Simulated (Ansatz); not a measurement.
Trial structure types under relaxation

These are results of Ansatz, DFT PBEsol, scalar-relativistic, plane waves, PAW, not measurements. Settings: cutoff 420 eV, Γ-centred meshes no coarser than 0.19 Å⁻¹ for metals and 0.3 Å⁻¹ for insulators (2π included), Gaussian smearing.

Each formula is placed on the named type at a guessed volume, then cell and atoms relax at zero pressure without lowering the symmetry. Keeping the type says nothing about stability against other structures or lower symmetry. Neighbours of an atom are counted within 25 % of the shortest distance of their pair. The atoms listed around a site end at a clear gap in distance instead, so their number can differ.

Task: Does Rh keep the alpha-gallium type (Cmce, No. 64)?

Result: No, it ends in I4/mmm (No. 139) with a = 2.650 Å, c = 8.449 Å. Rh is coordinated by 1 Rh at 2.41 Å and 8 Rh at 2.61–2.65 Å.

Task: Rh on the alpha-boron type (R-3m, No. 166): does the type hold?

Result: Yes: a = 6.720 Å, c = 17.213 Å. Rh on Wyckoff site h (6 atoms of the primitive cell) is coordinated by 1 Rh at 2.30 Å and 5 Rh at 2.50–2.54 Å; around Rh on Wyckoff site h (6 atoms of the primitive cell) lie 7 Rh at 2.47–2.62 Å.

Task: Rh on the simple hexagonal type (P6/mmm, No. 191): does the type hold?

Result: Yes: a = 2.602 Å, c = 2.505 Å. Rh is coordinated by 8 Rh at 2.51–2.60 Å.

Task: Rh on the trigonal selenium type (P3_121, No. 152): does the type hold?

Result: No, it turns into the simple cubic structure, Pm-3m (No. 221), a = 2.499 Å. Around Rh lie 6 Rh at 2.50 Å.